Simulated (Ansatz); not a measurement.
# Tl (P6_3/mmc) under several functionals

Plane-wave DFT in Ansatz with scalar-relativistic PAW potentials. The same structure was relaxed (cell and atoms, symmetry kept) in separate runs at each level. No spin polarisation.

| level | cutoff (eV) | k mesh | V (Å³/atom) | a (Å) | c (Å) |
| --- | --- | --- | --- | --- | --- |
| PBE+D3(BJ) | 420 | 15×15×8 | 29.628 | 3.534 | 5.480 |
| r2SCAN | 500 | 15×15×8 | 30.129 | 3.566 | 5.471 |
| PBE | 420 | 15×15×8 | 31.449 | 3.611 | 5.570 |

Problem. Where does PBEsol (420 eV, k mesh 15×15×8) fall?

Solution. V (Å³/atom) 28.649, a (Å) 3.502, c (Å) 5.394. Its volume is the smallest of the set. The usual order of volumes, PBEsol < PBE, holds here (28.649, 31.449 Å³/atom). As a rule PBEsol, built on the gradient expansion of slowly varying densities, lies between LDA and PBE; PBE's stronger gradient term for exchange weakens bonds. Adding D3 to PBE changes the volume by -5.8 %; the term is attractive, so it pulls cells in. In metals the pairwise form ignores screening by the conduction electrons and often pulls in too far. r2SCAN lies 4.2 % under PBE in volume.

Spin–orbit coupling is left out, which can shift energies with elements as heavy as these.